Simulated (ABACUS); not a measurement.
A self-consistent single point of Ge (R-3, 8 atoms in the cell; from Materials Project mp-128, changed as shown).

```xyz
8
Lattice="4.9105 2.8351 1.9482 -4.9105 2.8351 1.9482 0.0000 -5.6702 1.9482" Properties=species:S:1:pos:R:3 pbc="T T T"
Ge     0.0000     0.0000     4.1759
Ge     0.0000     0.0000     1.6688
Ge    -3.4120    -0.8829     2.4913
Ge     3.4120     0.8829     3.3534
Ge     2.4706    -2.5134     2.4913
Ge    -2.4706     2.5134     3.3534
Ge     0.9414     3.3963     2.4913
Ge    -0.9414    -3.3963     3.3534
```

Computed with ABACUS 3.10.1 with PBEsol, numerical atomic orbitals DZP (confined pseudo-atomic orbitals with Gaussian additions; energy shift 0.003 Ry), PseudoDojo 0.4 standard norm-conserving PBEsol (tails mended) pseudopotentials.

ABACUS settings:

```
setting                                                                  value
---------------  -------------------------------------------------------------
basis                     DZP numerical atomic orbitals, energy shift 0.003 Ry
KPT                                                             MP 3 3 3 0 0 0
basis_type                                                                lcao
dft_functional                                                          PBESOL
ecutwfc                                                                 100 Ry
smearing_method                                                             fd
smearing_sigma                                                   0.00734986 Ry
potentials       PseudoDojo 0.4 standard norm-conserving PBEsol (tails mended)
symmetry                                                                     1
symmetry_prec                                                            1e-05
ks_solver                                                        scalapack_gvx
scf_nmax                                                                   100
scf_thr                                                                1.0e-06
mixing_type                                                            broyden
mixing_beta                                                                0.7
```

Results:

- Number of valence electrons = 112
- Number of bands = 68
- Number of k-points after the program's reduction = 6
- Size of the basis = 200
- Number of SCF iterations = 8
- Free energy E − TS = -19416.4837 eV
- Pressure = 2.31 GPa
- Largest force (vector length) = 0.341 eV/Å

Forces (eV/Å):
| atom | Fx | Fy | Fz |
|---|---|---|---|
| Ge1 | 0.000 | 0.000 | 0.325 |
| Ge2 | 0.000 | 0.000 | -0.325 |
| Ge3 | -0.249 | 0.110 | 0.205 |
| Ge4 | 0.249 | -0.110 | -0.205 |
| Ge5 | 0.029 | -0.271 | 0.205 |
| Ge6 | -0.029 | 0.271 | -0.205 |
| Ge7 | 0.220 | 0.160 | 0.205 |
| Ge8 | -0.220 | -0.160 | -0.205 |

Stress (GPa, positive for compression):
```
2.55  0.00  0.00
0.00  2.55  0.00
0.00  0.00  1.82
```

For comparison: a first run was changed to give this one (volume scaled by 0.98), and from it to this one the free energy goes up by 3.9 meV/atom, the pressure goes from 0.75 to 2.31 GPa and the largest force goes from 0.273 to 0.341 eV/Å.

The atom-centred basis is finite, which shifts total energies, pressures and forces against plane waves. The structure comes from a collection of computed structures, made at another level of theory; the collection holds predicted forms beside known ones. Its lattice was then scaled.

Cost on one core: very roughly 90 core-seconds.

The atomic orbitals were generated for these runs; they are not ABACUS's published sets and were checked against plane waves on a few crystals only.

“Tails mended”: in these copies of the files the far tail of each local potential was reset to the Coulomb form.
